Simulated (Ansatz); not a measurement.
GaNi, in the lowest among the structures calculated here: Pm-3m (No. 221), cP2, CsCl type; a = b = c = 2.8732 Å, α = β = γ = 90.00°; Ga 1b (0.500, 0.500, 0.500); Ni 1a (0.000, 0.000, 0.000). Computed with PBEsol (plane waves to 420 eV, PAW, scalar-relativistic; Ansatz, a quantum-chemistry and plane-wave program). Element references, the lowest calculated here: Ni (Fm-3m, ferromagnetic), Ga (Cmce).

Q: Give the formation energy of this Pm-3m form of GaNi from the elements at the level PBEsol.

A: -0.41 eV/atom.

Q: Is it stable against the other phases calculated?

A: Yes: the most favourable decomposition, GaNi → 0.67 Ga + 0.33 GaNi3 (GaNi3 Pm-3m, Ga Cmce), costs 0.20 eV/atom.

Q: Over what range of chemical potentials is GaNi stable among the phases calculated here? Give the corners of its window as Δμ = μ − μ(element).

A: 
```csv
in equilibrium with,Δμ(Ga) (eV),Δμ(Ni) (eV)
Ga,0.00,-0.82
GaNi3,-0.60,-0.22
```

At every corner Σ nΔμ equals the formation energy, about -0.8 eV per formula unit; the corners carry the error of several atoms' energies, a few 0.01 eV.

This is the hull of the energies calculated here, no anion corrections; phases that were not calculated are missing from it. Values are rounded to 0.01 eV/atom. Spin states reached: non-magnetic, ferromagnetic; non-magnetic ones ran without spin or lost their moments; spin orders were not searched systematically.
